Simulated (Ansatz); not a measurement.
An elastic tensor (GPa, Voigt order, standard axes) from plane-wave PAW r²SCAN (Ansatz code):

```
 249   143   124   0.0   0.0   0.0
 143   249   124   0.0   0.0   0.0
 124   124   274   0.0   0.0   0.0
 0.0   0.0   0.0  53.0   0.0   0.0
 0.0   0.0   0.0   0.0  53.0   0.0
 0.0   0.0   0.0   0.0   0.0  53.3
```

Problem. Which of these materials gives this?
A) Zn2InGaO5, P6_3/mmc (Pearson symbol hP18)
B) Sc2InC, P6_3/mmc (Sc on 4f, In on 2d, C on 2a)
C) GaSb, P6_3mc (Ga on 2b, Sb on 2b, Ga on 2a, Sb on 2a)
D) InSb, NiAs type

Solution. A, Zn2InGaO5, P6_3/mmc (Pearson symbol hP18)

The first step of the workflow began from a Materials Project structure, measured or hypothetical; the Crystallography Open Database copy checked does not list it. Its standing as an ambient phase is unchecked. The r²SCAN relaxation kept the symmetry of its start; its stability against distortions is not shown here.

Potentials: the later of the program's two PAW sets.
